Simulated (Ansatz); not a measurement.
Crystals of one structure type (diamond) and one family of elements, relaxed and computed with DFT-PBE in the program Ansatz with PAW potentials.

```
crystal  V (Å³/atom)  B₀ by P(V) fit (GPa)
-------  -----------  --------------------
Rh             20.93                   129
Pd             24.49                  66.3
Ag             30.05                  30.3
Zr             30.92                     ?
Y              43.65                   9.8
```

Fit a straight line to ln B₀ against ln V and predict the withheld value.

Least squares on the 4 shown rows: ln B₀ = -3.48 × ln V + (15.361), with a scatter of 8 %. For Zr this gives 30.6. The run itself gave 36.8, outside the scatter: the line misses something about this case.

Typed or built starts, not in the databases checked: Rh, diamond; Pd, diamond; Ag, diamond; Zr, diamond; Y, diamond. Not the usual ambient phase: Rh, diamond; Pd, diamond; Ag, diamond; Zr, diamond; Y, diamond. Began spin-polarised and lost the moments: Rh, diamond. All cells were relaxed under the symmetry of their starts (and spin orders); stability against distortions was not tested throughout. Rows with no word on spin ran without spin polarisation. Spin–orbit coupling is left out wherever it is not named.

Potentials: the earlier of the program's two PAW sets.
